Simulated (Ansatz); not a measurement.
Values for one crystal, relaxed and computed with the program Ansatz at the PBEsol level (PAW); other levels are named.

- Volume per atom: 16.28 Å³
- Electronic character: metallic (no gap)
- Zone-centre stability: no imaginary mode at Γ
- Pressure derivative B′: 5.2
- Highest zone-centre frequency: 6.67 THz
- Formation energy from the elements (no fitted shifts): -0.61 eV/atom
- Bulk modulus (Birch–Murnaghan fit): 150 GPa

Question: Which compound is it?
(A) Ga3Pt2, La2O3 or Ni2Al3 type
(B) ScZn, CsCl type
(C) MgPt3, Cu3Au type
(D) VPt, L1₀ or tetragonal B2

Answer: A, Ga3Pt2, La2O3 or Ni2Al3 type

Space group P-3m1 (La2O3 or Ni2Al3 type). The workflow started from an entry of the Crystallography Open Database (COD). Its standing as an ambient phase is unchecked. The cell was relaxed with PBEsol under the symmetry of its start. No spin polarisation was allowed. As this level gives no gap, phonon frequencies hold no LO–TO term and depend on the k-mesh and smearing (Fermi–Dirac, 0.1 eV here). The references are the lowest solids computed at this level, not always the standard phases. Spin–orbit coupling is left out wherever it is not named.

Potentials: the later of the program's two PAW sets.
